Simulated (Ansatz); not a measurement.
TaGa$_{3}$:
```
CELL_PARAMETERS angstrom
     -1.89445     1.89445     4.33381
      1.89445    -1.89445     4.33381
      1.89445     1.89445    -4.33381
ATOMIC_POSITIONS crystal
  Ta 0.00000 0.00000 0.00000
  Ga 0.50000 0.50000 0.00000
  Ga 0.25000 0.75000 0.50000
  Ga 0.75000 0.25000 0.50000
```

Relaxed with r²SCAN.

Question: Give the Bader charges and basin volumes of the independent atoms, r²SCAN in the plane-wave PAW code Ansatz.

Answer: 

| atom | Bader charge (e) | Bader volume (Å³) |
|---|---|---|
| Ta1 | +0.68 | 16.2 |
| Ga2 | -0.29 | 15.3 |
| Ga3 | -0.20 | 15.3 |

Space group I4/mmm. The workflow started from an entry of the Crystallography Open Database (COD, 293 K). Its standing as an ambient phase is unchecked. Symmetry was held in the r²SCAN relaxation; its stability against distortions is not shown here. No spin polarisation was allowed. Scalar-relativistic: spin–orbit coupling is off unless named, which matters more the heavier the elements.

Potentials: the later of the program's two PAW sets.
